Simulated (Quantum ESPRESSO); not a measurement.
# Pd4RuMo2Au: input and log of a self-consistent run

A calculation, not a measurement. The program is pw.x of Quantum ESPRESSO 7.5 (plane-wave density functional theory). The cell is made up: eight metal atoms on a face-centred cubic lattice, with elements, volume, strain and displacements drawn at random and not relaxed, so it may be unstable or far from any real phase. PseudoDojo standard norm-conserving files set the functional (PBE unless stated); there is no spin polarisation or spin-orbit coupling, the Fermi-Dirac width of 0.25 eV means electrons at about 2900 K, and the masses in the input are unused placeholders. Heavy elements are run without spin-orbit coupling, which real alloys of them have. A spin test at this wide smearing found no moment, but such smearing suppresses magnetism that the real alloy may have.

Input:

```
&control calculation='scf', pseudo_dir='./dojo.nc.sr.pbe.v0_5.standard.upf', outdir='./o', disk_io='minimal', tprnfor=.true., tstress=.true. /
&system ibrav=0, nat=8, ntyp=4, nbnd=85, ecutwfc=84.00895049, nosym=.true., tot_charge=0,
 occupations='smearing', smearing='fd', degauss=0.0183746611
/
&electrons conv_thr=1.470e-08, electron_maxstep=70, mixing_beta=0.5 /
ATOMIC_SPECIES
Au 1.0 Au.upf
Mo 1.0 Mo.upf
Pd 1.0 Pd.upf
Ru 1.0 Ru.upf
CELL_PARAMETERS angstrom
-0.0459 -1.9722 -1.9679
0.0106 4.0624 -4.0538
8.1737 0.1023 0.0811
ATOMIC_POSITIONS angstrom
Pd 0.0701 -0.0974 -0.0866
Ru 4.0459 -0.0061 -0.0696
Pd 0.0285 2.0245 -2.0555
Pd 4.1086 2.0417 -1.8821
Pd 2.0915 0.022 -2.045
Mo 6.1482 0.0964 -1.8423
Mo 1.8653 2.276 -3.9187
Au 6.0819 2.1455 -4.0654
K_POINTS automatic
8 4 3 1 1 1
```

The log is shortened where brackets say so; the opening notice, blank lines, dates and the lines on written files are dropped, and the path of the files is cut. It prints rydbergs, bohrs and kilobars, and counts compression as positive stress. Its total energy is the free energy E - TS of the whole cell.

```
     Program PWSCF v.7.5
     Parallel version (MPI & OpenMP), running on       4 processor cores
     Number of MPI processes:                 4
     Threads/MPI process:                     1
     [start-up lines left out]
     bravais-lattice index     =            0
     lattice parameter (alat)  =       5.2656  a.u.
     unit-cell volume          =     881.7182 (a.u.)^3
     number of atoms/cell      =            8
     number of atomic types    =            4
     number of electrons       =       135.00
     number of Kohn-Sham states=           85
     kinetic-energy cutoff     =      84.0090  Ry
     charge density cutoff     =     336.0358  Ry
     scf convergence threshold =      1.5E-08
     mixing beta               =       0.5000
     number of iterations used =            8  plain     mixing
     Exchange-correlation= PBE
                           (   1   4   3   4   0   0   0)
     [axes and pseudopotential details left out]
   Cartesian axes
     site n.     atom                  positions (alat units)
         1        Pd     tau(   1) = (   0.0251574  -0.0349549  -0.0310790  )
         2        Ru     tau(   2) = (   1.4519903  -0.0021892  -0.0249780  )
         3        Pd     tau(   3) = (   0.0102281   0.7265514  -0.7376767  )
         4        Pd     tau(   4) = (   1.4744920   0.7327241  -0.6754470  )
         5        Pd     tau(   5) = (   0.7505963   0.0078953  -0.7339084  )
         6        Mo     tau(   6) = (   2.2064625   0.0345960  -0.6611636  )
         7        Mo     tau(   7) = (   0.6694178   0.8168096  -1.4063408  )
         8        Au     tau(   8) = (   2.1826688   0.7699758  -1.4589884  )
     number of k points=    48  Fermi-Dirac smearing, width (Ry)=  0.0184
                       cart. coord. in units 2pi/alat
        k(    1) = (   0.0577141  -0.0020322  -0.0878065), wk =   0.0416667
        k(    2) = (  -0.1696158   0.0009099  -0.0854527), wk =   0.0416667
     [further k points left out]
     Dense  grid:    91731 G-vectors     FFT dimensions: (  32,  64,  96)
     Estimated max dynamical RAM per process >     351.75 MB
     Estimated total dynamical RAM >       1.31 GB
     Initial potential from superposition of free atoms
     starting charge     134.9956, renormalised to     135.0000
     Starting wfcs are   76 randomized atomic wfcs +    9 random wfcs
     total cpu time spent up to now is        4.5 secs
     per-process dynamical memory:   273.3 Mb
     Self-consistent Calculation
     iteration #  1     ecut=    84.01 Ry     beta= 0.50
     Davidson diagonalization with overlap
     ethr =  1.00E-02,  avg # of iterations =  3.7
     total cpu time spent up to now is       16.2 secs
     total energy              =   -1856.96628464 Ry
     estimated scf accuracy    <      10.84312941 Ry
     iteration #  2     ecut=    84.01 Ry     beta= 0.50
     Davidson diagonalization with overlap
     ethr =  8.03E-03,  avg # of iterations =  3.4
     total cpu time spent up to now is       28.2 secs
     total energy              =   -1857.00333193 Ry
     estimated scf accuracy    <      96.27110519 Ry
     iteration #  3     ecut=    84.01 Ry     beta= 0.50
     Davidson diagonalization with overlap
     ethr =  8.03E-03,  avg # of iterations =  4.3
     total cpu time spent up to now is       41.3 secs
     total energy              =   -1862.47724500 Ry
     estimated scf accuracy    <      17.50164151 Ry
     iteration #  4     ecut=    84.01 Ry     beta= 0.50
     Davidson diagonalization with overlap
     ethr =  8.03E-03,  avg # of iterations =  2.0
     total cpu time spent up to now is       50.3 secs
     total energy              =   -1863.30019699 Ry
     estimated scf accuracy    <       5.73553579 Ry
     iteration #  5     ecut=    84.01 Ry     beta= 0.50
     Davidson diagonalization with overlap
     ethr =  4.25E-03,  avg # of iterations =  1.0
     total cpu time spent up to now is       58.8 secs
     total energy              =   -1863.41767116 Ry
     estimated scf accuracy    <       1.14033162 Ry
     [iterations 6 to 16 left out]
     iteration # 17     ecut=    84.01 Ry     beta= 0.50
     Davidson diagonalization with overlap
     ethr =  7.54E-09,  avg # of iterations =  1.0
     total cpu time spent up to now is      166.1 secs
     total energy              =   -1863.54355280 Ry
     estimated scf accuracy    <       0.00000343 Ry
     iteration # 18     ecut=    84.01 Ry     beta= 0.50
     Davidson diagonalization with overlap
     ethr =  2.54E-09,  avg # of iterations =  1.0
     total cpu time spent up to now is      174.5 secs
     total energy              =   -1863.54355291 Ry
     estimated scf accuracy    <       0.00000305 Ry
     iteration # 19     ecut=    84.01 Ry     beta= 0.50
     Davidson diagonalization with overlap
     ethr =  2.26E-09,  avg # of iterations =  1.0
     total cpu time spent up to now is      183.0 secs
     total energy              =   -1863.54355306 Ry
     estimated scf accuracy    <       0.00000009 Ry
     iteration # 20     ecut=    84.01 Ry     beta= 0.50
     Davidson diagonalization with overlap
     ethr =  6.42E-11,  avg # of iterations =  2.0
     total cpu time spent up to now is      193.1 secs
     total energy              =   -1863.54355306 Ry
     estimated scf accuracy    <       0.00000028 Ry
     iteration # 21     ecut=    84.01 Ry     beta= 0.50
     Davidson diagonalization with overlap
     ethr =  6.42E-11,  avg # of iterations =  1.8
     total cpu time spent up to now is      202.0 secs
     End of self-consistent calculation
     [lines on levels left out]
!    total energy              =   -1863.54355309 Ry
     estimated scf accuracy    <          2.6E-09 Ry
     smearing contrib. (-TS)   =      -0.13299573 Ry
     internal energy E=F+TS    =   -1863.41055736 Ry
     The total energy is F=E-TS. E is the sum of the following terms:
     one-electron contribution =    -549.44830029 Ry
     hartree contribution      =     356.40275274 Ry
     xc contribution           =    -296.36975999 Ry
     ewald contribution        =   -1373.99524981 Ry
     convergence has been achieved in  21 iterations
     Forces acting on atoms (cartesian axes, Ry/au):
     atom    1 type  3   force =    -0.03086953    0.04416855   -0.00709878
     atom    2 type  4   force =    -0.00752983   -0.00361721    0.00512923
     atom    3 type  3   force =    -0.01214038   -0.00873347    0.01849858
     atom    4 type  3   force =     0.00853663    0.01293835   -0.02552353
     atom    5 type  3   force =    -0.01105444   -0.00124384    0.01176995
     atom    6 type  2   force =    -0.03388134    0.01254773   -0.00747633
     atom    7 type  2   force =     0.09457615   -0.03434656   -0.01269226
     atom    8 type  1   force =    -0.00763726   -0.02171355    0.01739314
     Total force =     0.131336     Total SCF correction =     0.000308
     Computing stress (Cartesian axis) and pressure
          total   stress  (Ry/bohr**3)                   (kbar)     P=      -69.13
  -0.00052532  -0.00027764  -0.00007346          -77.28      -40.84      -10.81
  -0.00027764  -0.00041061   0.00004165          -40.84      -60.40        6.13
  -0.00007346   0.00004165  -0.00047391          -10.81        6.13      -69.71
     init_run     :      4.25s CPU      4.35s WALL (       1 calls)
     electrons    :    193.99s CPU    197.49s WALL (       1 calls)
     forces       :      1.20s CPU      1.20s WALL (       1 calls)
     stress       :      4.16s CPU      4.16s WALL (       1 calls)
     [timing details left out]
     PWSCF        :   3m23.76s CPU   3m27.39s WALL
     JOB DONE.
```

In other units: free energy -25354.802 eV for the cell, pressure -6.91 GPa, largest force component 2.432 eV/Å in size. The run took 209 s of wall time with four MPI processes on a shared machine (AMD EPYC, Zen 5, virtual cores), so the time is rough. A rerun of this cell at a higher cutoff and on a denser mesh moved values by no more than 0.005 eV in energy, 0.05 GPa in stress and 0.015 eV/Å in force, and a second program with other atomic files agreed on that cell to 2 % rms in force and 0.5 GPa in pressure.